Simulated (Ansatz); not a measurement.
## Calculated quadrupolar parameters for BiTe under strain

The cell is a COD entry, relaxed with PBE at fixed cell and then changed (z stretched by 1 %, ions relaxed).

```
CELL_PARAMETERS angstrom
0.00000 3.23500 3.26735
3.23500 0.00000 3.26735
3.23500 3.23500 0.00000
ATOMIC_POSITIONS crystal
Bi 0.00000 0.00000 0.00000
Te 0.50000 0.50000 0.50000
```

Atoms are numbered from 1 in the order listed; like atoms form one site, named after its first atom.

The numbers come from a DFT calculation in Ansatz (PBE, plane waves and PAW, scalar-relativistic, 420 eV cutoff, Γ-centred 13×13×13 k-points, Fermi–Dirac smearing 0.05 eV).

C_Q = eQV_zz/h, which is 24.18 MHz for Q = 1 b and V_zz = 10²¹ V/m²; η = (V_xx − V_yy)/V_zz. ν_Q = 3|C_Q|/[2I(2I − 1)].

²⁰⁹Bi: I = 9/2, Q = -516.0 mb. Q values from Pyykkö, Mol. Phys. 116, 1328 (2018).

| site | atoms (order as listed) | first shell | C_Q (MHz) | η | ν_Q (MHz) |
| --- | --- | --- | --- | --- | --- |
| Bi | 1 | 6 Te at 3.23–3.27 Å | 32.4 | 0.00 | 1.35 |

An axis of threefold or higher order runs through Bi, so V_zz lies along it and η is zero.

Te has no stable isotope with a ground-state quadrupole moment in the table, so these sites are left out.

The run finds no gap above 0.1 eV (a metal, or nearly one), so the gradients can move by 10 % or more with the k-mesh. Spin–orbit coupling is left out, which shifts gradients on Bi by a few per cent in wide-gap crystals, and can shift them far more where the calculated gap is small or absent, as here. Newer work puts Q(²⁰⁹Bi) near −420 mb, which would lower these couplings by about a fifth.

The relaxation (1 step) took 16 s of wall time (15 s of CPU time) and 0.61 GiB at its peak, on 1 thread of Intel Xeon Platinum 8488C (Sapphire Rapids) (x86_64; 16 cores open to the job, memory cap 3.0 GiB, no GPU), a shared host with a load of 0.3 a core.
